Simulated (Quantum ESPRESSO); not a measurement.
Zn3SnTi2Mo2, one composition in several site orders

Computed values, not a measurement. The program is pw.x of Quantum ESPRESSO 7.5 (plane-wave density functional theory). The cell is made up: eight metal atoms on a hexagonal close-packed lattice, with elements, volume, strain and displacements drawn at random and not relaxed, so it may be unstable or far from any real phase. PseudoDojo standard norm-conserving files set the functional (PBE unless stated); there is no spin polarisation or spin-orbit coupling, the Fermi-Dirac width of 0.25 eV means electrons at about 2900 K, and the masses in the input are unused placeholders. The tin pseudopotential is less sure than most, with forces differing by about three percent from a second method on plain tin. A spin test at this wide smearing found no moment, but such smearing suppresses magnetism that the real alloy may have.

The runs put one composition on the sites in different orders. Cell, positions, cutoff, mesh and smearing stay as in the input of run 1; sites are counted in its order. Stress in the tables is positive in tension.

Input of run 1:

```
&control calculation='scf', pseudo_dir='./dojo.nc.sr.pbe.v0_5.standard.upf', outdir='./o', disk_io='minimal', tprnfor=.true., tstress=.true. /
&system ibrav=0, nat=8, ntyp=4, nbnd=76, ecutwfc=84.00895049, nosym=.true., tot_charge=0,
 occupations='smearing', smearing='fd', degauss=0.0183746611
/
&electrons conv_thr=1.470e-08, electron_maxstep=70, mixing_beta=0.5 /
ATOMIC_SPECIES
Mo 1.0 Mo.upf
Sn 1.0 Sn.upf
Ti 1.0 Ti.upf
Zn 1.0 Zn.upf
CELL_PARAMETERS angstrom
2.8797 0.0 0.0
1.4399 -2.4939 -4.7992
1.4399 7.4817 -4.7992
ATOMIC_POSITIONS angstrom
Zn 0.0959 -0.0959 0.0607
Sn 1.6201 2.525 -4.7857
Ti 1.3404 -0.9693 -2.3497
Mo 2.7465 1.5434 -7.1989
Zn 2.9973 5.054 -4.7815
Ti 2.823 0.0115 -4.8408
Mo 2.6779 1.6934 -2.5379
Zn 4.307 4.1161 -7.1292
K_POINTS automatic
8 4 3 1 1 1
```

```
run  elements on sites 1 to 8  free energy less that of run 1 (eV)  -TS (eV)  pressure (GPa)  stress xx (GPa)  stress yy (GPa)  stress zz (GPa)  stress yz (GPa)  stress xz (GPa)  stress xy (GPa)  iterations
  1   Zn Sn Ti Mo Zn Ti Mo Zn                                0.000    -1.585           -0.43            -0.20             0.32             1.16             2.08            -0.96             1.44          18
  2   Zn Ti Sn Mo Ti Zn Zn Mo                               -0.081    -1.538           -0.05             1.50            -2.86             1.52             1.99            -1.27             1.80          19
  3   Ti Ti Sn Mo Zn Mo Zn Zn                               -0.532    -1.426           -3.82             3.03             1.59             6.84            -0.11            -0.67             1.20          18
  4   Zn Zn Ti Sn Zn Mo Ti Mo                               -0.052    -1.512           -2.46             1.85             2.54             2.97             1.98            -0.37             1.45          19
  5   Mo Sn Zn Ti Mo Ti Zn Zn                               -0.174    -1.609           -2.14             0.93             2.82             2.68             0.09             1.07             2.26          17
  6   Zn Ti Zn Zn Mo Mo Sn Ti                               -0.327    -1.451           -2.57             2.81             0.56             4.33             1.92            -1.58             0.68          18
```

Forces Fx Fy Fz (eV/Å):

| site | run 1 | run 2 | run 3 | run 4 | run 5 | run 6 |
| --- | --- | --- | --- | --- | --- | --- |
| 1 | -0.21 0.51 -0.26 | -0.09 0.64 0.33 | -0.30 0.72 -0.02 | -0.25 0.53 0.07 | -0.36 0.31 -0.01 | -0.18 0.53 0.04 |
| 2 | -1.08 0.43 -1.37 | -0.21 0.32 -0.58 | -0.13 -0.17 -0.26 | -0.49 0.08 -0.50 | -0.72 0.42 -0.67 | -0.62 0.21 -1.72 |
| 3 | 0.11 1.08 -0.11 | 0.14 1.24 -0.69 | 0.27 1.02 -0.64 | 0.01 0.08 -0.50 | 0.11 0.38 -0.31 | 0.11 0.05 -0.49 |
| 4 | 0.40 0.60 -0.11 | -0.27 0.37 -0.09 | -0.14 0.35 0.57 | 0.03 1.66 0.03 | 0.19 1.08 -0.37 | 0.21 1.39 -0.02 |
| 5 | 0.01 0.45 0.37 | 0.18 -0.61 1.01 | -0.12 -0.75 0.72 | -0.06 0.01 -0.52 | 0.17 0.34 0.30 | 0.05 -0.40 0.16 |
| 6 | 0.52 -1.02 -0.15 | 0.19 -0.08 -0.35 | 0.01 0.17 -0.91 | 0.30 -0.47 0.94 | 0.30 -1.69 -0.08 | 0.01 -0.64 0.37 |
| 7 | 0.39 -1.86 2.01 | 0.47 -0.18 0.55 | 0.51 -0.11 0.76 | 0.39 -2.04 0.63 | 0.27 -1.07 1.76 | 0.79 -1.06 1.73 |
| 8 | -0.15 -0.18 -0.38 | -0.40 -1.69 -0.18 | -0.10 -1.23 -0.21 | 0.08 0.15 -0.16 | 0.04 0.23 -0.61 | -0.36 -0.09 -0.07 |

The sites are displaced and not relaxed, so the energy differences hold strain from misfit and are not ordering energies. A rerun of one cell of this series at a higher cutoff and on a denser mesh moved values by no more than 0.002 eV in energy, 0.03 GPa in stress and 0.014 eV/Å in force, and a second program with other atomic files agreed on that cell to 2 % rms in force and 0.5 GPa in pressure.